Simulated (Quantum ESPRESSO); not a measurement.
## Kohn-Sham bands of RbCl (CsCl type)

```yaml
crystal:
  lattice:
    - [3.93597, 0.00000, 0.00000]
    - [0.00000, 3.93597, 0.00000]
    - [0.00000, 0.00000, 3.93597]
  atoms:
    - { symbol: Rb, position: [0.00000, 0.00000, 0.00000] }
    - { symbol: Cl, position: [0.50000, 0.50000, 0.50000] }
```

Structure: Materials Project mp-23299, symmetrised, not relaxed again. COD (Crystallography Open Database) has the formula in 2 space groups, this one among them (matched by group alone). Method: PBEsol plane waves in Quantum ESPRESSO 7.5 (PseudoDojo norm-conserving files, 47 Ry, spinors with spin-orbit coupling), Bloch states on a 6×6×6 mesh through Γ, Wannier90 4.0.1. Density: 8×8×8 mesh, cold smearing 0.01 Ry.

**Question.** List the Kohn-Sham levels between −8 and 7.8 eV relative to the valence-band maximum at the high-symmetry points, as a band run of pw.x on that density gives them (levels within 2 meV counted together).

**Answer.** 
```
point  k (reciprocal lattice)                                              levels (eV)
-----  ----------------------  -------------------------------------------------------
Γ           0.000 0.000 0.000             -0.19 (×2), -0.05 (×4), 4.77 (×2), 6.10 (×4)
X           0.000 0.500 0.000            -1.57 (×2), -0.25 (×2), -0.17 (×2), 7.47 (×2)
M           0.500 0.500 0.000  -0.87 (×2), -0.84 (×2), 0.00 (×2), 6.05 (×2), 6.79 (×2)
R           0.500 0.500 0.500                                   -1.31 (×2), -1.22 (×4)
```
